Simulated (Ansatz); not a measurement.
# Si2Mo at a changed volume: Field gradients at the nuclei

The cell is an entry of the Crystallography Open Database (COD), relaxed with PBE at fixed cell and then changed (volume scaled by 0.94, ions relaxed).

```
Si Mo
1.0
    -1.56734    1.56734    3.85026
     1.56734   -1.56734    3.85026
     1.56734    1.56734   -3.85026
Si Mo
2 1
Direct
  0.33406 0.33406 0.00000
  0.66594 0.66594 0.00000
  0.00000 0.00000 0.00000
```

Sites (sets of like atoms) are named by element and the number of their first atom in this list.

Method: Kohn–Sham DFT in Ansatz, PBE, plane waves and PAW, scalar-relativistic, 420 eV cutoff, Γ-centred 20×20×20 k-points, Fermi–Dirac smearing 0.05 eV.

Conventions: |V_zz| ≥ |V_yy| ≥ |V_xx|, η = (V_xx − V_yy)/V_zz, C_Q = eQV_zz/h.

97Mo: I = 5/2, Q = 255.0 mb. Quadrupole moments are those of Pyykkö's year-2017 table.

```json
{"site": "Si", "atoms (order as listed)": "1, 2", "first shell": "5 Si at 2.56–2.57 Å, 5 Mo at 2.56–2.57 Å", "V_zz (10²¹ V/m²)": "-1.30", "η": "0.00", "C_Q (MHz)": "–"}
{"site": "Mo", "atoms (order as listed)": "3", "first shell": "10 Si at 2.56–2.57 Å", "V_zz (10²¹ V/m²)": "-6.61", "η": "0.00", "C_Q (MHz)": "-40.8"}
```

An axis of threefold or higher order runs through Si and Mo, so V_zz lies along it and η is zero.

Si has no stable isotope with a ground-state quadrupole moment in the table, so no C_Q is given.

The run finds no gap above 0.1 eV (a metal, or nearly one), so the gradients can move by 10 % or more with the k-mesh. Without spin–orbit coupling (the program notes it for Mo) the gradients can shift somewhat, as the gap is small. At this changed cell the PBE pressure is 18 GPa.
